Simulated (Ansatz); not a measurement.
System: HfO2 (fluorite type), 3 atoms in the cell.

```
CELL_PARAMETERS angstrom
0.00000 2.53500 2.53500
2.53500 0.00000 2.53500
2.53500 2.53500 0.00000
ATOMIC_POSITIONS crystal
Hf 0.00000 0.00000 0.00000
O 0.25000 0.25000 0.25000
O 0.75000 0.75000 0.75000
```

The calculation used Ansatz 0.2.0 development build, PBE, plane waves, PAW datasets (generated hard set).

Cutoff 700 eV; k-mesh 8×8×8 Γ-centred; Fermi–Dirac smearing of 0.1 eV; no spin polarisation; no spin–orbit coupling.

How large is the gap on this mesh, is it direct, and where do the band edges lie (fractions of the reciprocal vectors of this cell)?

3.78 eV, direct at (0.000, -0.500, -0.500).

List the levels near the gap at (0.000, 0.000, 0.000), (0.000, 0.000, -0.500), (0.000, 0.125, 0.250), (0.000, 0.250, 0.375), (0.000, 0.250, -0.500), (0.000, -0.500, -0.500), in eV from the top of the valence band (v1 is the highest filled band, c1 the lowest empty one).


| k | v4 | v3 | v2 | v1 | c1 | c2 | c3 |
| --- | --- | --- | --- | --- | --- | --- | --- |
| (0.000, 0.000, 0.000) | -5.40 | -0.62 | -0.62 | -0.62 | 3.88 | 3.88 | 5.78 |
| (0.000, 0.000, -0.500) | -3.11 | -2.72 | -1.84 | -1.84 | 4.61 | 4.61 | 7.00 |
| (0.000, 0.125, 0.250) | -3.85 | -2.89 | -0.94 | -0.84 | 4.42 | 4.62 | 7.27 |
| (0.000, 0.250, 0.375) | -4.26 | -2.02 | -1.09 | -1.06 | 4.45 | 4.90 | 7.71 |
| (0.000, 0.250, -0.500) | -3.93 | -1.73 | -1.39 | -1.20 | 4.49 | 5.09 | 7.12 |
| (0.000, -0.500, -0.500) | -3.48 | -1.59 | -1.59 | 0.00 | 3.78 | 5.51 | 6.64 |

This cubic structure is a model: it isn't the usual form of the substance at ambient conditions, and such phases are metastable or hypothetical. A gap read on the mesh is an upper bound of this method's gap, since the mesh can miss a band edge. Spin–orbit coupling is left out; with heavy elements it can shift the gap and split levels by tenths of an eV. Semilocal functionals give gaps that mostly lie well below measured ones.
